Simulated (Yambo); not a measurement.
# Optical response of KBaYB₂O₆

```
CELL_PARAMETERS angstrom
      2.73699     1.58020     6.05697
     -2.73699     1.58020     6.05697
      0.00000    -3.16040     6.05697
ATOMIC_POSITIONS crystal
  B  0.58675 0.58675 0.58675
  B  0.41020 0.41020 0.41020
  O  0.29298 0.73409 0.73409
  O  0.73409 0.73409 0.29298
  O  0.73409 0.29298 0.73409
  O  0.70392 0.26417 0.26417
  O  0.26417 0.26417 0.70392
  O  0.26417 0.70392 0.26417
  K  0.21975 0.21975 0.21975
  Y  0.99797 0.99797 0.99797
  Ba 0.79232 0.79232 0.79232
```

Yambo, RPA with local fields on PBEsol bands; 4×4×4 mesh, 128 bands, 3 Ry local-field block, 0.2 eV broadening; field along x.

| E (eV) | Im ε | Re ε | Im ε, independent particles |
|---|---|---|---|
| 0.0 | 0.00 | 3.28 | 0.00 |
| 0.5 | 0.01 | 3.28 | 0.01 |
| 1.0 | 0.01 | 3.30 | 0.01 |
| 1.5 | 0.02 | 3.34 | 0.02 |
| 2.0 | 0.03 | 3.40 | 0.03 |
| 2.5 | 0.04 | 3.48 | 0.04 |
| 3.0 | 0.05 | 3.58 | 0.05 |
| 3.5 | 0.07 | 3.73 | 0.07 |
| 4.0 | 0.10 | 3.94 | 0.11 |
| 4.5 | 0.17 | 4.26 | 0.18 |
| 5.0 | 0.41 | 4.74 | 0.44 |
| 5.5 | 1.09 | 5.30 | 1.15 |
| 6.0 | 2.08 | 5.32 | 2.19 |
| 6.5 | 3.07 | 5.20 | 3.27 |
| 7.0 | 4.04 | 4.28 | 4.32 |
| 7.5 | 4.37 | 2.77 | 4.93 |
| 8.0 | 3.89 | 1.62 | 4.20 |
| 8.5 | 3.03 | 1.31 | 3.09 |
| 9.0 | 2.96 | 1.41 | 2.92 |
| 9.5 | 2.59 | 1.02 | 2.45 |
| 10.0 | 2.21 | 1.10 | 2.19 |
| 10.5 | 2.25 | 1.22 | 2.46 |
| 11.0 | 2.25 | 0.86 | 2.46 |
| 11.5 | 1.89 | 0.57 | 1.95 |
| 12.0 | 1.53 | 0.57 | 1.53 |
| 12.5 | 1.14 | 0.78 | 1.19 |
| 13.0 | 1.09 | 1.07 | 1.18 |
| 13.5 | 1.16 | 1.28 | 1.20 |
| 14.0 | 1.34 | 1.36 | 1.22 |
| 14.5 | 1.37 | 1.37 | 1.25 |
| 15.0 | 1.58 | 1.22 | 1.46 |
| 15.5 | 1.47 | 0.96 | 1.59 |
| 16.0 | 1.27 | 0.92 | 1.71 |
| 16.5 | 1.17 | 1.02 | 2.21 |
| 17.0 | 1.22 | 1.07 | 3.02 |
| 17.5 | 1.13 | 1.16 | 3.35 |
| 18.0 | 1.29 | 1.20 | 2.96 |
| 18.5 | 1.33 | 1.19 | 2.67 |
| 19.0 | 1.50 | 1.22 | 1.79 |
| 19.5 | 1.67 | 0.79 | 1.45 |
| 20.0 | 1.23 | 0.60 | 1.25 |

Structure narrower than a few tenths of an eV can come from the finite k mesh. Convergence of the RPA response with its 4×4×4 mesh was not tested. No excitonic effects at this level.

Geometry of the Materials Project entry, not relaxed at this level.

The structure is a Materials Project entry; no match was found in the copy of COD used, and its stability was not checked.
